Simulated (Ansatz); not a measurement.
BaTiO3 (cubic perovskite, space group No. 221) under volume change, LDA (plane waves, PAW; program Ansatz), scaled uniformly.

| V (Å³/atom) | E − E(relaxed) (meV/atom) | P (GPa) |
|---|---|---|
| 11.091 | [?] | [?] |
| 11.456 | 29.9 | 13.87 |
| 11.822 | 7.0 | 6.36 |
| 12.187 | 0.0 | -0.01 |
| 12.553 | 6.4 | -5.41 |
| 12.919 | [?] | [?] |
| 13.284 | 51.5 | -13.89 |

### Question
Fill in the missing entries.

### Answer

- 12.919, E − E(relaxed) (meV/atom): 24.0
- 12.919, P (GPa): -10.00
- 11.091, E − E(relaxed) (meV/atom): 71.3
- 11.091, P (GPa): 22.72

### Question
What does a third-order Birch–Murnaghan fit give for V₀, B₀ and B′?

### Answer
V₀ = 12.19 Å³/atom, B₀ = 195 GPa, B′ = 4.5.

Space group Pm-3m (cubic perovskite). This is a known high-temperature phase of the composition, computed here at zero pressure and temperature. Symmetry was held in the LDA relaxation. At this level the phase is dynamically unstable (imaginary phonons). No spin polarisation was allowed. Spin–orbit coupling is left out wherever it is not named.

Potentials: the earlier of the program's two PAW sets.
